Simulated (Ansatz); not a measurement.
ScB2:
```cif
data_B2Sc
_chemical_formula_sum 'Sc1 B2'
_space_group_name_H-M_alt 'P6/mmm'
_space_group_IT_number 191
_space_group_name_Hall '-P 6 2'
_cell_length_a 3.14297
_cell_length_b 3.14297
_cell_length_c 3.52435
_cell_angle_alpha 90.000
_cell_angle_beta 90.000
_cell_angle_gamma 120.000
loop_
_atom_site_label
_atom_site_type_symbol
_atom_site_symmetry_multiplicity
_atom_site_Wyckoff_symbol
_atom_site_fract_x
_atom_site_fract_y
_atom_site_fract_z
_atom_site_occupancy
Sc1 Sc 1 a 0.00000 0.00000 0.00000 1
B1 B 2 d 0.33333 0.66667 0.50000 1
```

Relaxed with r²SCAN.

### Question
Which orbitals make up the states near the Fermi level in DFT-r²SCAN in the program Ansatz with PAW potentials?

### Answer
Within 0.5 eV of the Fermi level: Sc 3d 67 %, B 2p 29 %. Projections are on Löwdin-orthogonalised atomic valence shells; empty p or d shells of many metals are not among them.

### Question
Tabulate the density of states.

### Answer
States/eV per cell of 3 atoms, in 0.25 eV bins, energy from the Fermi level.

```
E (eV)  total  Sc 3d  B 2p  B 2s
------  -----  -----  ----  ----
-7.85    0.19   0.02  0.09  0.07
-7.60    0.21   0.03  0.12  0.06
-7.35    0.46   0.06  0.25  0.14
-7.10    0.63   0.08  0.34  0.19
-6.85    0.66   0.08  0.37  0.19
-6.60    0.58   0.07  0.34  0.16
-6.35    0.48   0.06  0.27  0.13
-6.10    0.47   0.06  0.27  0.12
-5.85    0.46   0.06  0.27  0.10
-5.60    0.49   0.07  0.31  0.09
-5.35    0.53   0.07  0.34  0.09
-5.10    0.58   0.07  0.39  0.08
-4.85    0.66   0.08  0.45  0.08
-4.60    0.86   0.10  0.61  0.08
-4.35    0.78   0.10  0.57  0.06
-4.10    0.81   0.11  0.60  0.06
-3.85    1.02   0.14  0.76  0.06
-3.60    1.04   0.15  0.77  0.06
-3.35    1.04   0.16  0.78  0.06
-3.10    1.23   0.20  0.93  0.05
-2.85    1.35   0.22  1.03  0.04
-2.60    1.48   0.25  1.14  0.03
-2.35    1.79   0.35  1.35  0.03
-2.10    2.60   0.66  1.84  0.02
-1.85    1.49   0.39  1.04  0.02
-1.60    1.16   0.36  0.76  0.01
-1.35    1.02   0.36  0.63  0.01
-1.10    0.96   0.38  0.56  0.00
-0.85    0.79   0.36  0.41  0.00
-0.60    0.73   0.38  0.33  0.00
-0.35    0.79   0.48  0.29  0.01
-0.10    0.82   0.54  0.25  0.01
0.15     0.88   0.62  0.22  0.01
0.40     0.79   0.57  0.18  0.01
0.65     0.68   0.50  0.15  0.00
0.90     0.56   0.42  0.12  0.00
1.15     0.42   0.33  0.08  0.00
1.40     0.26   0.20  0.05  0.00
1.65     0.19   0.15  0.03  0.00
1.90     0.36   0.27  0.07  0.00
2.15     0.53   0.40  0.11  0.00
2.40     0.69   0.53  0.14  0.00
2.65     0.91   0.70  0.18  0.00
2.90     1.21   0.92  0.25  0.01
3.15     1.63   1.18  0.35  0.06
3.40     1.62   1.25  0.28  0.05
3.65     1.65   1.33  0.24  0.04
3.90     1.94   1.59  0.26  0.04
4.15     1.98   1.62  0.26  0.05
4.40     2.04   1.69  0.25  0.05
4.65     2.48   2.02  0.34  0.07
```

The workflow started from an entry of the Crystallography Open Database (COD). Whether it is the stable phase at ambient conditions was not checked. Symmetry was held in the r²SCAN relaxation; whether a distortion lowers the energy is not shown. No spin polarisation was allowed.

Potentials: the later of the program's two PAW sets.
